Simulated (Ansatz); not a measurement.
SnPt (NiAs type, P6_3/mmc) at seven volumes, plane-wave PAW PBEsol (Ansatz code), shape and atoms relaxed at each. One row is withheld.

| V (Å³/atom) | P (GPa) |
|---|---|
| 18.233 | 17.56 |
| 18.834 | 10.59 |
| 19.435 | 4.80 |
| 20.036 | 0.00 |
| 20.637 | ? |
| 21.238 | -7.23 |
| 21.839 | -9.91 |

Fit the shown pressures and predict the withheld one.

Third-order Birch–Murnaghan: P = (3/2)B₀(x^(7/2) − x^(5/2))[1 + (3/4)(B′ − 4)(x − 1)] with x = (V₀/V)^(2/3). Least squares on the six rows gives V₀ = 20.037 Å³/atom, B₀ = 144.8 GPa, B′ = 5.32. At V = 20.637, x = 0.9805 and P = -3.95 GPa. The run itself gave -3.96 GPa.

The workflow started from a Materials Project entry (that database holds measured and hypothetical structures alike); the Crystallography Open Database files this formula in space group No. 194, but the cells were not matched. Its standing as an ambient phase is unchecked. The cell was relaxed with PBEsol under the symmetry of its start; its stability against distortions is not shown here. The run is not spin-polarised. Scalar-relativistic: spin–orbit coupling is off unless named, which matters more the heavier the elements.

Potentials: the later of the program's two PAW sets.
